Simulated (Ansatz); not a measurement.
AgCl (rock salt)

```xyz
2
Lattice="0.0000 2.7237 2.7237 2.7237 0.0000 2.7237 2.7237 2.7237 0.0000" Properties=species:S:1:pos:R:3 pbc="T T T"
Cl     0.0000     0.0000     0.0000
Ag     2.7237     2.7237     2.7237
```

The relaxed cell is deformed in two ways at once: its volume V is scaled, and at that volume it is stretched along z (the c axis of the conventional cell) so that c/a changes. Fractional atomic positions are held.

Method: PBEsol (plane waves to 420 eV, PAW, scalar-relativistic; Ansatz, a program for electronic structure). k mesh 10×10×10 (Γ-centred), Fermi-Dirac smearing 0.05 eV. Stress and pressure are positive under compression. AgCl was relaxed with its symmetry unable to fall.

At one point of the scan the stress tensor (GPa) is:

```
  -0.18     0.00     0.00
   0.00    -0.18     0.00
   0.00     0.00    -2.04
```

Question: Which point is it?
(A) V/V₀ = 1.027, (c/a)/(c/a)₀ = 1.120
(B) V/V₀ = 1.013, (c/a)/(c/a)₀ = 1.080
(C) V/V₀ = 1.027, (c/a)/(c/a)₀ = 1.080
(D) V/V₀ = 1.000, (c/a)/(c/a)₀ = 1.120

Answer: C, V/V₀ = 1.027, (c/a)/(c/a)₀ = 1.080

(Under strain, the slope of the energy per volume gives the stress and its curvature an elastic modulus.)
